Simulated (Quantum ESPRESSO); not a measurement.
# TaHf2TiO7N: one run as intended and one with a planted mistake

Simulated, not a measurement. The program is pw.x of Quantum ESPRESSO 7.5 (plane-wave density functional theory). The cell is made up: 12 atoms on a fluorite lattice, with randomly drawn elements, strain and displacements, not relaxed. PseudoDojo standard norm-conserving files (v0.5 for PBE, v0.4.1 for LDA and PBEsol) set the functional; there is no spin polarisation, spin-orbit coupling or dispersion term, and the masses in the input are unused placeholders.

The hafnium pseudopotential is less sure than the others, with forces about 3 percent (worst 6) and pressure in oxides about 1.5 GPa (worst 2.7) from a second method in checks, which no rerun with the same files tests.

Intended input:

```
&control calculation='scf', pseudo_dir='./dojo.nc.sr.pbe.v0_5.standard.upf', outdir='./o', disk_io='low', tprnfor=.true., tstress=.true. /
&system ibrav=0, nat=12, ntyp=5, nbnd=54, ecutwfc=84.00895049, nosym=.true., tot_charge=0,
 occupations='smearing', smearing='fd', degauss=0.0018374661
/
&electrons conv_thr=7.350e-09, electron_maxstep=60, /
ATOMIC_SPECIES
Hf 1.0 Hf.upf
N 1.0 N.upf
O 1.0 O.upf
Ta 1.0 Ta.upf
Ti 1.0 Ti.upf
CELL_PARAMETERS angstrom
4.9927 0.0 0.0
0.0 4.9927 0.0
0.0 0.0 4.9927
ATOMIC_POSITIONS angstrom
Ta -0.0503 0.0584 -0.0662
Hf 0.0651 2.509 2.5124
Hf 2.4764 0.0514 2.4979
Ti 2.4827 2.604 0.0214
O 1.181 1.227 1.2104
O 1.2114 1.2794 3.7329
O 1.2012 3.7635 1.2487
O 1.2719 3.7666 3.7945
O 3.7331 1.2644 1.2485
O 3.7846 1.2063 3.7571
O 3.7256 3.6921 1.2904
N 3.6676 3.7793 3.6589
K_POINTS automatic
5 5 5 1 1 1
```

The log is shortened where brackets say so; the opening notice, blank lines, dates and the lines on written files are dropped, and the path of the files is cut. It prints rydbergs, bohrs and kilobars, and counts compression as positive stress. Where no state is partly filled, the Fermi energy that it prints is only some level between the filled and the empty states on the mesh, and need not lie in the true gap.

Log of the intended run:

```
     Program PWSCF v.7.5
     Parallel version (MPI & OpenMP), running on       4 processor cores
     Number of MPI processes:                 4
     Threads/MPI process:                     1
     [start-up lines left out]
     bravais-lattice index     =            0
     lattice parameter (alat)  =       9.4348  a.u.
     unit-cell volume          =     839.8525 (a.u.)^3
     number of atoms/cell      =           12
     number of atomic types    =            5
     number of electrons       =        96.00
     number of Kohn-Sham states=           54
     kinetic-energy cutoff     =      84.0090  Ry
     charge density cutoff     =     336.0358  Ry
     scf convergence threshold =      7.3E-09
     mixing beta               =       0.7000
     number of iterations used =            8  plain     mixing
     Exchange-correlation= PBE
                           (   1   4   3   4   0   0   0)
     [axes and pseudopotential details left out]
   Cartesian axes
     site n.     atom                  positions (alat units)
         1        Ta     tau(   1) = (  -0.0100747   0.0116971  -0.0132594  )
         2        Hf     tau(   2) = (   0.0130390   0.5025337   0.5032147  )
         3        Hf     tau(   3) = (   0.4960042   0.0102950   0.5003105  )
         4        Ti     tau(   4) = (   0.4972660   0.5215615   0.0042863  )
         5        O      tau(   5) = (   0.2365454   0.2457588   0.2424340  )
         6        O      tau(   6) = (   0.2426342   0.2562541   0.7476716  )
         7        O      tau(   7) = (   0.2405913   0.7538005   0.2501052  )
         8        O      tau(   8) = (   0.2547519   0.7544215   0.7600096  )
         9        O      tau(   9) = (   0.7477117   0.2532497   0.2500651  )
        10        O      tau(  10) = (   0.7580267   0.2416128   0.7525187  )
        11        O      tau(  11) = (   0.7462095   0.7394997   0.2584573  )
        12        N      tau(  12) = (   0.7345925   0.7569652   0.7328500  )
     number of k points=    63  Fermi-Dirac smearing, width (Ry)=  0.0018
                       cart. coord. in units 2pi/alat
        k(    1) = (   0.1000000   0.1000000   0.1000000), wk =   0.0320000
        k(    2) = (   0.1000000   0.1000000   0.3000000), wk =   0.0320000
     [further k points left out]
     Dense  grid:    87391 G-vectors     FFT dimensions: (  60,  60,  60)
     Estimated max dynamical RAM per process >     304.65 MB
     Estimated total dynamical RAM >       1.13 GB
     Initial potential from superposition of free atoms
     starting charge      95.9938, renormalised to      96.0000
     Starting wfcs are   72 randomized atomic wfcs
     total cpu time spent up to now is       17.5 secs
     per-process dynamical memory:   243.9 Mb
     Self-consistent Calculation
     iteration #  1     ecut=    84.01 Ry     beta= 0.70
     Davidson diagonalization with overlap
     ethr =  1.00E-02,  avg # of iterations =  2.0
     total cpu time spent up to now is       42.8 secs
     total energy              =    -725.24526654 Ry
     estimated scf accuracy    <       5.51292228 Ry
     iteration #  2     ecut=    84.01 Ry     beta= 0.70
     Davidson diagonalization with overlap
     ethr =  5.74E-03,  avg # of iterations =  6.2
     total cpu time spent up to now is       84.7 secs
     total energy              =    -720.18630312 Ry
     estimated scf accuracy    <      52.44401652 Ry
     [iterations 3 to 15 left out]
     iteration # 16     ecut=    84.01 Ry     beta= 0.70
     Davidson diagonalization with overlap
     ethr =  1.21E-10,  avg # of iterations =  5.4
     total cpu time spent up to now is      463.4 secs
     total energy              =    -728.10815425 Ry
     estimated scf accuracy    <       0.00000002 Ry
     iteration # 17     ecut=    84.01 Ry     beta= 0.70
     Davidson diagonalization with overlap
     ethr =  2.30E-11,  avg # of iterations =  3.2
     total cpu time spent up to now is      485.4 secs
     End of self-consistent calculation
     [lines on levels left out]
     the Fermi energy is    13.8922 ev
!    total energy              =    -728.10815425 Ry
     estimated scf accuracy    <          3.9E-09 Ry
     smearing contrib. (-TS)   =      -0.00000000 Ry
     internal energy E=F+TS    =    -728.10815425 Ry
     The total energy is F=E-TS. E is the sum of the following terms:
     one-electron contribution =    -122.33552268 Ry
     hartree contribution      =     118.81871647 Ry
     xc contribution           =    -169.23928639 Ry
     ewald contribution        =    -555.35206165 Ry
     convergence has been achieved in  17 iterations
     Forces acting on atoms (cartesian axes, Ry/au):
     atom    1 type  4   force =    -0.05641662   -0.05258809   -0.02004770
     atom    2 type  1   force =    -0.06150541    0.03147771    0.00157605
     atom    3 type  1   force =     0.02904447   -0.03205344   -0.00260956
     atom    4 type  5   force =     0.06334340    0.06486948   -0.02156939
     atom    5 type  3   force =     0.00954480    0.00629860   -0.02895665
     atom    6 type  3   force =     0.02513942   -0.02183895    0.03393648
     atom    7 type  3   force =     0.02179579   -0.00777284   -0.02240578
     atom    8 type  3   force =    -0.04154249    0.01026270    0.02746597
     atom    9 type  3   force =    -0.00842267   -0.02214514   -0.03056127
     atom   10 type  3   force =    -0.01115707    0.03136232    0.02754789
     atom   11 type  3   force =    -0.01297827    0.02932198   -0.08402491
     atom   12 type  2   force =     0.04315466   -0.03719434    0.11964886
     Total force =     0.239907     Total SCF correction =     0.000171
     Computing stress (Cartesian axis) and pressure
          total   stress  (Ry/bohr**3)                   (kbar)     P=       35.26
   0.00026841  -0.00024859   0.00011606           39.48      -36.57       17.07
  -0.00024859   0.00026587  -0.00015694          -36.57       39.11      -23.09
   0.00011606  -0.00015694   0.00018483           17.07      -23.09       27.19
     init_run     :     10.97s CPU     11.31s WALL (       1 calls)
     electrons    :    466.12s CPU    467.92s WALL (       1 calls)
     forces       :      3.31s CPU      3.33s WALL (       1 calls)
     stress       :     13.17s CPU     13.48s WALL (       1 calls)
     [timing details left out]
     PWSCF        :   8m19.87s CPU   8m22.43s WALL
     JOB DONE.
```

A second run has one planted mistake: the self-consistency threshold is too loose. The input lines that differ, file-writing options aside:

```
- &electrons conv_thr=7.350e-09, electron_maxstep=60, /
+ &electrons conv_thr=1.470e-02, electron_maxstep=60, /
```

Its log:

```
     Program PWSCF v.7.5
     Parallel version (MPI & OpenMP), running on       4 processor cores
     Number of MPI processes:                 4
     Threads/MPI process:                     1
     [start-up lines left out]
     bravais-lattice index     =            0
     lattice parameter (alat)  =       9.4348  a.u.
     unit-cell volume          =     839.8525 (a.u.)^3
     number of atoms/cell      =           12
     number of atomic types    =            5
     number of electrons       =        96.00
     number of Kohn-Sham states=           54
     kinetic-energy cutoff     =      84.0090  Ry
     charge density cutoff     =     336.0358  Ry
     scf convergence threshold =      1.5E-02
     mixing beta               =       0.7000
     number of iterations used =            8  plain     mixing
     Exchange-correlation= PBE
                           (   1   4   3   4   0   0   0)
     [axes and pseudopotential details left out]
   Cartesian axes
     site n.     atom                  positions (alat units)
         1        Ta     tau(   1) = (  -0.0100747   0.0116971  -0.0132594  )
         2        Hf     tau(   2) = (   0.0130390   0.5025337   0.5032147  )
         3        Hf     tau(   3) = (   0.4960042   0.0102950   0.5003105  )
         4        Ti     tau(   4) = (   0.4972660   0.5215615   0.0042863  )
         5        O      tau(   5) = (   0.2365454   0.2457588   0.2424340  )
         6        O      tau(   6) = (   0.2426342   0.2562541   0.7476716  )
         7        O      tau(   7) = (   0.2405913   0.7538005   0.2501052  )
         8        O      tau(   8) = (   0.2547519   0.7544215   0.7600096  )
         9        O      tau(   9) = (   0.7477117   0.2532497   0.2500651  )
        10        O      tau(  10) = (   0.7580267   0.2416128   0.7525187  )
        11        O      tau(  11) = (   0.7462095   0.7394997   0.2584573  )
        12        N      tau(  12) = (   0.7345925   0.7569652   0.7328500  )
     number of k points=    63  Fermi-Dirac smearing, width (Ry)=  0.0018
                       cart. coord. in units 2pi/alat
        k(    1) = (   0.1000000   0.1000000   0.1000000), wk =   0.0320000
        k(    2) = (   0.1000000   0.1000000   0.3000000), wk =   0.0320000
     [further k points left out]
     Dense  grid:    87391 G-vectors     FFT dimensions: (  60,  60,  60)
     Estimated max dynamical RAM per process >     304.65 MB
     Estimated total dynamical RAM >       1.13 GB
     Initial potential from superposition of free atoms
     starting charge      95.9938, renormalised to      96.0000
     Starting wfcs are   72 randomized atomic wfcs
     total cpu time spent up to now is       10.7 secs
     per-process dynamical memory:   236.5 Mb
     Self-consistent Calculation
     iteration #  1     ecut=    84.01 Ry     beta= 0.70
     Davidson diagonalization with overlap
     ethr =  1.00E-02,  avg # of iterations =  2.0
     total cpu time spent up to now is       30.2 secs
     total energy              =    -725.24526654 Ry
     estimated scf accuracy    <       5.51292228 Ry
     iteration #  2     ecut=    84.01 Ry     beta= 0.70
     Davidson diagonalization with overlap
     ethr =  5.74E-03,  avg # of iterations =  6.2
     total cpu time spent up to now is       62.6 secs
     total energy              =    -720.18630312 Ry
     estimated scf accuracy    <      52.44401652 Ry
     [iterations 3 to 5 left out]
     iteration #  6     ecut=    84.01 Ry     beta= 0.70
     Davidson diagonalization with overlap
     ethr =  5.56E-04,  avg # of iterations =  9.1
     total cpu time spent up to now is      161.1 secs
     total energy              =    -728.09649191 Ry
     estimated scf accuracy    <       0.04687838 Ry
     iteration #  7     ecut=    84.01 Ry     beta= 0.70
     Davidson diagonalization with overlap
     ethr =  4.88E-05,  avg # of iterations =  8.5
     total cpu time spent up to now is      198.2 secs
     End of self-consistent calculation
     [lines on levels left out]
     the Fermi energy is    13.8571 ev
!    total energy              =    -728.10392167 Ry
     estimated scf accuracy    <       0.00744474 Ry
     smearing contrib. (-TS)   =      -0.00000000 Ry
     internal energy E=F+TS    =    -728.10392167 Ry
     The total energy is F=E-TS. E is the sum of the following terms:
     one-electron contribution =    -122.17103534 Ry
     hartree contribution      =     118.64139874 Ry
     xc contribution           =    -169.22222343 Ry
     ewald contribution        =    -555.35206165 Ry
     convergence has been achieved in   7 iterations
     Forces acting on atoms (cartesian axes, Ry/au):
     atom    1 type  4   force =    -0.05569802   -0.05147247   -0.01760778
     atom    2 type  1   force =    -0.06367312    0.03122739    0.00222532
     atom    3 type  1   force =     0.03175572   -0.03280269   -0.00120644
     atom    4 type  5   force =     0.06496077    0.06431223   -0.02188205
     atom    5 type  3   force =     0.01289224    0.00945124   -0.02526655
     atom    6 type  3   force =     0.02916645   -0.01832884    0.02942937
     atom    7 type  3   force =     0.02474597   -0.01039194   -0.01898408
     atom    8 type  3   force =    -0.03834304    0.00642871    0.02355329
     atom    9 type  3   force =    -0.01182068   -0.01810218   -0.02703740
     atom   10 type  3   force =    -0.01589563    0.03550349    0.02396958
     atom   11 type  3   force =    -0.01592438    0.02622315   -0.08299843
     atom   12 type  2   force =     0.03783373   -0.04204808    0.11580517
     Total force =     0.236298     Total SCF correction =     0.190163
     SCF correction compared to forces is large: reduce conv_thr to get better values
     Computing stress (Cartesian axis) and pressure
          total   stress  (Ry/bohr**3)                   (kbar)     P=       -3.07
  -0.00000222  -0.00025266   0.00013180           -0.33      -37.17       19.39
  -0.00025266  -0.00001177  -0.00013185          -37.17       -1.73      -19.40
   0.00013180  -0.00013185  -0.00004866           19.39      -19.40       -7.16
     init_run     :      9.91s CPU     10.25s WALL (       1 calls)
     electrons    :    186.42s CPU    187.50s WALL (       1 calls)
     forces       :      3.36s CPU      3.39s WALL (       1 calls)
     stress       :     12.07s CPU     12.38s WALL (       1 calls)
     [timing details left out]
     PWSCF        :   3m32.41s CPU   3m34.25s WALL
     JOB DONE.
```

```
                                            intended run  run with the mistake
                          free energy (eV)     -9906.416             -9906.359
                    smearing term -TS (eV)        0.0000                0.0000
                            pressure (GPa)          3.53                 -0.31
            largest force component (eV/Å)         3.076                 2.977
largest change of a force component (eV/Å)                               0.137
                                iterations            17                     7
```

For scale, a rerun of the intended cell at a cutoff of 1437 eV and k mesh 7 x 7 x 7 moved values by no more than 0.003 eV in energy, 0.04 GPa in stress and 0.003 eV/Å in force.